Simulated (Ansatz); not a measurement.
Here is the system:

ZnPbO3:
Space group R3c, hexagonal axes (No. 161); a = b = 5.4332 Å, c = 14.3348 Å, α = β = 90.00°, γ = 120.00°

| atom | site | symmetry | x | y | z |
|---|---|---|---|---|---|
| Zn | 6a | 3. | 0.0000 | 0.0000 | 0.4990 |
| Pb | 6a | 3. | 0.0000 | 0.0000 | 0.2807 |
| O | 18b | 1 | 0.3776 | 0.0260 | 0.2232 |
(The calculation used a cell of 10 atoms; values per cell refer to that cell.)

This is the PBEsol-relaxed structure.

Q: All from the program Ansatz at the PBEsol level (PAW), unless another level is named. Give the electronic character.

A: no gap, with almost no states at the Fermi level (zero-gap or semimetallic).

Q: Predict the formation energy from the elements (no fitted shifts).

A: -1.07 eV/atom.

Q: Predict the gap with spin–orbit coupling.

A: none (metallic).

The workflow started from a Materials Project entry (that database holds measured and hypothetical structures alike); the Crystallography Open Database copy checked does not list it. With Zn and Pb taken as one species the cell has the higher symmetry R-3c, so it may be an ordered model of a mixed-site phase. Its standing as an ambient phase is unchecked. The PBEsol relaxation kept the symmetry of its start; of distortions, only those at the zone centre were tested. A small band overlap can be real or an error of a semilocal functional. The references are the lowest solids computed at this level, not always the standard phases (solids in place of the gases). Spin–orbit coupling is left out wherever it is not named.

Potentials: the later of the program's two PAW sets.
